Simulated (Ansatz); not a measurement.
# Computed properties of K₃V₃O₈

K3V3O8:
```
CELL_PARAMETERS angstrom
      5.62913     0.00000     0.00000
     -2.81456     4.87497     0.00000
      0.00000     0.00000     7.37078
ATOMIC_POSITIONS crystal
  K  0.00000 0.00000 0.00000
  K  0.33333 0.66667 0.31515
  K  0.66667 0.33333 0.68485
  V  0.00000 0.00000 0.50000
  V  0.33333 0.66667 0.74209
  V  0.66667 0.33333 0.25791
  O  0.33333 0.66667 0.96543
  O  0.66667 0.33333 0.03457
  O  0.33251 0.16625 0.34046
  O  0.66749 0.83375 0.65954
  O  0.16625 0.33251 0.65954
  O  0.83375 0.66749 0.34046
  O  0.83375 0.16625 0.34046
  O  0.16625 0.83375 0.65954
```
The run is spin-polarised; directions of the spins, atom by atom: 0 0 0 ↑ 0 0 0 0 0 0 0 0 0 0.

Space group P-3m1 (No. 164); conventional cell a = b = 5.6291 Å, c = 7.3708 Å, α = β = 90.00°, γ = 120.00°.

Method: DFT-r²SCAN in the program Ansatz with PAW potentials. Geometry: relaxed at this level of theory. Other levels are named where they apply.

**Cell and energy**

| Item | Value |
|---|---|
| Volume per atom | 14.45 Å³ |
| Density | 3.27 g/cm³ |
| Formation energy from the elements (no fitted shifts) | -2.53 eV/atom |

**Electronic structure**

| Property | Result |
|---|---|
| Band gap | 0.65 eV (smallest direct gap 0.65 eV) |
| Valence-band maximum | at L |
| Conduction-band minimum | off the standard path, at k = (0.000, 0.396, 0.458) in fractions of the reciprocal vectors |
| Hole effective mass | 1.7, 1.7, 8.7 mₑ (principal values) |

**Magnetism**

| Property | Result |
|---|---|
| Magnetic order | ferromagnetic |
| Net moment | 0.14 μB per atom |

**Mechanics**

| Quantity | Value |
|---|---|
| Bulk modulus (Birch–Murnaghan fit) | 58.6 GPa |
| Pressure derivative B′ | 5.2 |

**Charges**

| Item | Result |
|---|---|
| Bader charges | K +0.84 to +0.89, V +2.04 to +2.21, O -1.17 to -1.02 e |

The first step of the workflow began from a Materials Project structure, measured or hypothetical; the Crystallography Open Database copy checked does not list it. Whether it is the stable phase at ambient conditions was not checked. The r²SCAN relaxation kept the symmetry of its start; whether a distortion lowers the energy is not shown. Magnetic state: ferromagnetic, the only order run, not a proven ground state. Other orbital occupations within this spin state were not tried. No Hubbard U is applied. The references are the lowest solids computed at this level, not always the standard phases (solids in place of the gases).

Potentials: the later of the program's two PAW sets.
